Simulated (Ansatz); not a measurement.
Put ScGaTeSe2 in P-6m2 (No. 187): Sc on 1a; Ga on 1e; Te on 1b; Se on 2h.

Theory: DFT PBE, scalar-relativistic, plane waves, PAW in Ansatz 0.2.0. Cutoff 420 eV, Γ-centred mesh, Gaussian smearing, no spin polarisation.

The zero of energy is the elements' standard structures at the same level; no fitted shifts are applied.

Q: Predict the relaxed structure.

A:

Space group P-6m2 (No. 187). a = 5.043 Å, b = 5.043 Å, c = 5.727 Å, α = 90.00°, β = 90.00°, γ = 120.00°
| atom | site | symmetry | x | y | z |
| --- | --- | --- | --- | --- | --- |
| Sc | 1a | -6m2 | 0.0000 | 0.0000 | 0.0000 |
| Ga | 1e | -6m2 | 0.6667 | 0.3333 | 0.0000 |
| Te | 1b | -6m2 | 0.0000 | 0.0000 | 0.5000 |
| Se | 2h | 3m. | 0.3333 | 0.6667 | 0.2359 |

Around Sc lie 2 Te at 2.86 Å, 3 Ga at 2.91 Å and 6 Se at 3.21 Å; Ga is surrounded by 3 Sc at 2.91 Å and 6 Se at 3.21 Å; Te has 2 Sc at 2.86 Å and 6 Se at 3.28 Å; around Se lie 1 Se at 2.70 Å, 1 Se at 3.02 Å, 3 Ga at 3.21 Å, 3 Sc at 3.21 Å and 3 Te at 3.28 Å. Another local minimum with the same sites may exist.

Q: And its energy and gap?

A: The formation energy is −0.14 eV/atom. The gap on the 12×12×8 mesh of the 5-atom cell is 0 eV (a metal).

The last run used Gaussian smearing of 0.10 eV. These runs have no spin–orbit coupling, which can matter for Te. The reference forms of Se and Te are held partly by dispersion forces, which this level lacks. A structure relaxed within its symmetry needn't be a true minimum. Another cell of ScGaTeSe2 relaxed alike, in P3m1, lies 0.74 eV/atom lower, so this cell isn't the stable form at this level.
